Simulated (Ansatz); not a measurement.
## La interstitial in LaAl4

Computed with the plane-wave PAW code Ansatz (scalar-relativistic, PAW set soft_2): PBEsol, no spin polarisation, 420 eV cutoff, k-mesh 3×3×3.

The relaxed host crystal (no gap at this level of theory):

```xyz
5
Lattice="-2.1497 2.1522 5.6110 2.1497 -2.1522 5.6110 2.1497 2.1522 -5.6110" Properties=species:S:1:pos:R:3 pbc="T T T"
Al    0.0000    0.0000    6.8824
Al    0.0000    0.0000    4.3395
Al    2.1497    0.0000    2.8037
Al    0.0000    2.1522    2.8072
La    0.0000    0.0000    0.0000
```

Supercell of 25 atoms, rows of the matrix [[1,2,2],[0,-1,-2],[-2,0,-1]] times the cell vectors; La interstitial at (0.179, 0.179, 0.964) in fractions of the cell above. Atoms are relaxed at the host's cell, from a start shaken by 0.05 Å near the defect.

Nearest atoms to the added La: relaxed La 2.66 Å, Al 2.86 Å, Al 2.86 Å, Al 2.86 Å, Al 2.86 Å, Al 2.98 Å, Al 2.98 Å, Al 2.98 Å.

The largest move of an atom from its ideal place is 1.3 Å, so the cell rearranged and didn't merely relax.

```
charge  gap of the cell on the mesh (eV)
     0                              0.00
```

Formation energy of the neutral defect: 3.19 eV, taking atoms from and to the elements' standard states (no corrections for gases), so it belongs to those chemical potentials alone.

Relaxed cell at charge 0:

```
LaAl4 La_i charge 0
1.0
     6.4491    2.1522    5.6110
    -6.4491   -2.1522    5.6110
     2.1497   -6.4565   -5.6110
Al La
20 6
Direct
  0.8103 0.0234 0.5945
  0.2209 0.8209 0.8008
  0.0167 0.4103 0.1878
  0.6299 0.6166 0.0072
  0.4234 0.2296 0.4138
  0.5875 0.8006 0.5943
  0.9965 0.5964 0.8008
  0.7940 0.1874 0.1878
  0.4072 0.3939 0.0072
  0.2006 0.0069 0.4138
  0.6504 0.5802 0.6904
  0.0907 0.3607 0.9112
  0.8585 0.9584 0.3008
  0.4565 0.1666 0.1305
  0.2370 0.7267 0.4711
  0.3587 0.4586 0.3008
  0.7608 0.2505 0.4710
  0.5669 0.8369 0.9110
  0.1268 0.0566 0.6906
  0.9804 0.6905 0.1306
  0.2105 0.4038 0.5978
  0.4901 0.0900 0.8008
  0.4135 0.8103 0.2073
  0.0068 0.0134 0.0038
  0.8039 0.6069 0.3943
  0.7274 0.3274 0.8008
```

Caveats: small supercell, so energies and levels can be off by tenths of an eV; one random start near the defect, so other minima are possible.
